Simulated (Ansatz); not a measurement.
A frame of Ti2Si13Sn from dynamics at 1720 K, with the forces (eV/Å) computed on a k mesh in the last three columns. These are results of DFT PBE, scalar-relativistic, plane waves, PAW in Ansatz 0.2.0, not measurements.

Settings: cutoff 420 eV, Γ-centred mesh 4×4×4 on the computed 16-atom cell, Fermi–Dirac smearing of 0.15 eV; no spin polarisation.

```xyz
16
Lattice="6.782 -0.035 0.112 -0.035 6.466 0.132 0.112 0.132 6.460" Properties=species:S:1:pos:R:3:forces:R:3 pbc="T T T"
Si    5.653    3.441    0.594   -0.830    1.100    3.330
Si    6.362    0.008    0.938    0.540    0.160    0.020
Si    0.797    3.895    5.760    2.720   -1.980    1.070
Si    4.504    1.580    1.258   -0.510   -0.710    0.470
Si    3.613    5.746    3.485    0.050   -0.490    0.050
Si    1.623    3.728    2.146    0.130    0.690   -0.510
Si    1.119    1.449    2.402   -0.100   -0.910   -0.530
Si    5.508    3.806    4.804   -1.220    2.290   -2.510
Si    3.632    3.033    3.330   -0.040   -0.410   -0.490
Si    6.265    4.822    2.820    0.250    0.140   -0.730
Si    2.951    1.438    5.177   -0.170    0.440   -0.660
Si    2.616    6.458    1.458   -0.110   -0.480   -0.390
Si    3.457    3.588    6.126   -1.690    0.370    0.760
Ti    1.132    5.996    4.962    0.950    1.290   -0.750
Ti    4.395    5.927    5.851    0.360    0.150    0.890
Sn    6.404    1.582    4.676   -0.320   -1.660   -0.030
```

Static pressure 3.4 GPa (no kinetic part), no gap on the mesh.

Counting as bonded all pairs within 1.2 times the summed covalent radii:

```json
{"atom → neighbour": "Si → Si", "mean count": "2.92", "mean length (Å)": "2.41", "spread (Å)": "0.10"}
{"atom → neighbour": "Si → Sn", "mean count": "0.23", "mean length (Å)": "2.62", "spread (Å)": "0.17"}
{"atom → neighbour": "Si → Ti", "mean count": "1.15", "mean length (Å)": "2.78", "spread (Å)": "0.26"}
{"atom → neighbour": "Sn → Si", "mean count": "3.00", "mean length (Å)": "2.62", "spread (Å)": "0.17"}
{"atom → neighbour": "Sn → Ti", "mean count": "2.00", "mean length (Å)": "2.85", "spread (Å)": "0.23"}
{"atom → neighbour": "Ti → Si", "mean count": "7.50", "mean length (Å)": "2.78", "spread (Å)": "0.26"}
{"atom → neighbour": "Ti → Sn", "mean count": "1.00", "mean length (Å)": "2.85", "spread (Å)": "0.23"}
{"atom → neighbour": "Ti → Ti", "mean count": "2.00", "mean length (Å)": "3.49", "spread (Å)": "0.11"}
```

Angles between all pairs of such bonds at an atom (mean ± spread): 100 ± 30° at Si, 106 ± 30° at Sn, 97 ± 34° at Ti.

Cost: 1 run of about 1.4 core-minutes, on Arm Neoverse V2 (shared hosts).